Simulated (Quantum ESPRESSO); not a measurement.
# Sn4IrPt2Li: different elements on one site, starting from this cell

A calculation, not a measurement. The program is pw.x of Quantum ESPRESSO 7.5 (plane-wave density functional theory). The cell is made up: eight metal atoms on a face-centred cubic lattice, with elements, volume, strain and displacements drawn at random and not relaxed, so it may be unstable or far from any real phase. PseudoDojo standard norm-conserving files set the functional (PBE unless stated); there is no spin polarisation or spin-orbit coupling, the Fermi-Dirac width of 0.25 eV means electrons at about 2900 K, and the masses in the input are unused placeholders. The tin pseudopotential is less sure than most, with forces differing by about three percent from a second method on plain tin. Heavy elements are run without spin-orbit coupling, which real alloys of them have. A spin test at this wide smearing found no moment, but such smearing suppresses magnetism that the real alloy may have.

The runs put different elements on site 8. Cell, positions, cutoff, mesh and smearing stay as in the input of run 1; sites are counted in its order. Stress in the tables is positive in tension.

Input of run 1:

```
&control calculation='scf', pseudo_dir='./dojo.nc.sr.pbe.v0_5.standard.upf', outdir='./o', disk_io='minimal', tprnfor=.true., tstress=.true. /
&system ibrav=0, nat=8, ntyp=4, nbnd=69, ecutwfc=84.00895049, nosym=.true., tot_charge=0,
 occupations='smearing', smearing='fd', degauss=0.0183746611
/
&electrons conv_thr=1.470e-08, electron_maxstep=70, mixing_beta=0.5 /
ATOMIC_SPECIES
Ir 1.0 Ir.upf
Li 1.0 Li.upf
Pt 1.0 Pt.upf
Sn 1.0 Sn.upf
CELL_PARAMETERS angstrom
2.2648 4.3282 2.1685
0.0993 4.3395 -4.4589
-4.387 4.2513 0.0111
ATOMIC_POSITIONS angstrom
Sn 0.0536 -0.1169 -0.0829
Sn -2.235 2.2063 0.066
Ir 0.0729 2.217 -2.2405
Sn -2.2131 4.2086 -2.1558
Pt 0.0431 4.3102 -0.0833
Sn -2.1785 6.3915 -0.0269
Pt 0.0958 6.4364 -2.1431
Li -2.1123 8.6475 -2.176
K_POINTS automatic
5 4 5 1 1 1
```

| run | elements on sites 1 to 8 | -TS (eV) | pressure (GPa) | stress xx (GPa) | stress yy (GPa) | stress zz (GPa) | stress yz (GPa) | stress xz (GPa) | stress xy (GPa) | iterations |
| --- | --- | --- | --- | --- | --- | --- | --- | --- | --- | --- |
| 1 | Sn Sn Ir Sn Pt Sn Pt Li | -1.040 | -6.14 | 7.94 | 4.14 | 6.34 | -0.52 | 1.02 | -0.02 | 12 |
| 2 | Sn Sn Ir Sn Pt Sn Pt W | -1.396 | -9.55 | 10.20 | 8.67 | 9.77 | -0.92 | 1.27 | 0.89 | 14 |
| 3 | Sn Sn Ir Sn Pt Sn Pt Ru | -1.483 | -9.88 | 10.37 | 8.52 | 10.76 | -0.99 | 1.63 | 0.84 | 14 |
| 4 | Sn Sn Ir Sn Pt Sn Pt Ga | -1.053 | -4.57 | 6.14 | 3.25 | 4.33 | 0.15 | 0.30 | -0.31 | 12 |
| 5 | Sn Sn Ir Sn Pt Sn Pt Sn | -1.023 | -0.68 | 2.62 | -0.63 | 0.06 | 0.16 | -0.56 | -0.51 | 12 |

Forces Fx Fy Fz (eV/Å):

```
site              run 1              run 2              run 3              run 4              run 5
   1    -2.04 0.81 1.07    -1.73 0.91 1.23    -1.76 0.87 1.35    -2.12 0.86 0.90    -2.29 0.87 0.67
   2    1.58 -1.07 0.91    1.40 -1.00 1.03    1.33 -0.97 1.21    1.78 -1.03 0.78    2.02 -1.10 0.43
   3    0.04 -0.03 0.00   0.31 -0.12 -0.50   0.07 -0.07 -0.19   0.21 -0.18 -0.26   0.16 -0.14 -0.16
   4    1.32 0.20 -1.36    1.03 0.08 -1.62    0.97 0.15 -1.75    1.48 0.24 -1.17    1.77 0.24 -0.86
   5     0.03 0.09 0.05    0.35 0.06 -0.18    0.31 0.06 -0.18     0.03 0.03 0.03    -0.01 0.00 0.07
   6  -0.85 -0.11 -0.93  -0.74 -0.14 -0.76  -0.76 -0.08 -0.81  -0.86 -0.21 -0.90  -0.88 -0.25 -0.89
   7     0.14 0.08 0.05    0.18 -0.01 0.10    0.14 -0.04 0.10     0.15 0.10 0.03     0.11 0.16 0.02
   8    -0.21 0.03 0.21    -0.80 0.22 0.68    -0.30 0.09 0.28    -0.67 0.19 0.60    -0.88 0.21 0.73
```

Energies are left out, as each element's file has its own zero. A rerun of one cell of this series at a higher cutoff and on a denser mesh moved values by no more than 0.007 eV in energy, 0.08 GPa in stress and 0.008 eV/Å in force, and a second program with other atomic files agreed on that cell to 2 % rms in force and 0.5 GPa in pressure.